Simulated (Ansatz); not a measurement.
## An inverse problem

Cell vectors (Å):

```
 3.1889  0.0000  0.0000
-1.5944  2.7617  0.0000
 0.0000  0.0000  5.1054
```

```
atom       a       b       c
   X  0.3333  0.6667  0.2500
   X  0.6667  0.3333  0.7500
```

All numbers below come from PBEsol, all-electron LAPW in Ansatz 0.2.0, scalar-relativistic. k mesh 12×12×6, fine mesh 20×20×12, Fermi-Dirac smearing of 0.050 eV, lines of 0.2 eV, Drude damping 0.05 eV.

Independent-particle optical response of a crystal from Kohn-Sham bands on the fine mesh with a Drude term, no local fields or excitons; Cartesian axes as in the cell vectors.

* Fine mesh: 20, 20, 12
* Line width: 0.2 eV
* Drude damping: 0.05 eV
* Further gaussian width: 0.3 eV

| photon energy (eV) | dielectric imag xx |
| --- | --- |
| 1.2 | 48.49 |
| 2.4 | 26.33 |
| 3.6 | 11.98 |
| 4.8 | 8.78 |
| 6 | 3.68 |
| 7.2 | 1.94 |
| 8.4 | 3.32 |
| 9.6 | 2.08 |
| 10.8 | 2.23 |
| 12 | 1.4 |
| 13.2 | 1.11 |
| 14.4 | 0.87 |
| 15.6 | 0.6 |
| 16.8 | 0.39 |
| 18 | 0.25 |
| 19.2 | 0.18 |
| 20.4 | 0.19 |
| 21.6 | 0.15 |
| 22.8 | 0.14 |
| 24 | 0.12 |
| 25.2 | 0.12 |
| 26.4 | 1.22 |
| 27.6 | 3.25 |
| 28.8 | 1.6 |
| 30 | 1.34 |

All X atoms are one element. Which one was computed?

Zr; the crystal is Zr (P6_3/mmc).

Keep in mind: these sums move with the mesh, by several per cent and more for small sheets; spectra summed at the mesh points alone.
